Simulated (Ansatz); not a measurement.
CdF₂:
```
CELL_PARAMETERS angstrom
      0.00000     2.64895     2.64895
      2.64895     0.00000     2.64895
      2.64895     2.64895     0.00000
ATOMIC_POSITIONS crystal
  Cd 0.00000 0.00000 0.00000
  F  0.25000 0.25000 0.25000
  F  0.75000 0.75000 0.75000
```

Relaxed with LDA. Special points in fractions of this cell's reciprocal vectors: Γ (0.000, 0.000, 0.000); X (0.500, 0.000, 0.500); U (0.625, 0.250, 0.625); K (0.375, 0.375, 0.750); L (0.500, 0.500, 0.500); W (0.500, 0.250, 0.750).

Question: List the band energies nearest the valence-band maximum at these points for the program Ansatz at the LDA level (PAW).

Answer: In eV from the valence-band maximum; about four levels below and three above (degenerate sets whole), none deeper than 8.9 eV; … stands for higher levels left out; points with the same levels are listed once.

| k | below | above |
|---|---|---|
| Γ | -1.15 -1.15 -1.15 -0.41 -0.41 -0.41 | 2.99 … |
| X | -3.16 -0.64 -0.10 -0.10 | 8.15 9.64 … |
| U | -2.42 -1.11 -0.42 -0.20 | 8.12 10.77 … |
| L | -2.11 -2.11 -0.34 -0.34 | 7.32 8.95 … |
| W | -1.66 -1.66 -0.74 0.00 | 8.23 11.20 … |

Space group Fm-3m (fluorite). The cell was relaxed with LDA under the symmetry of its start. Spin–orbit coupling is left out wherever it is not named.

Potentials: the earlier of the program's two PAW sets. The files were generated under PBE; for other functionals the program regenerates the frozen cores, and for LDA and PBEsol the local potential too.
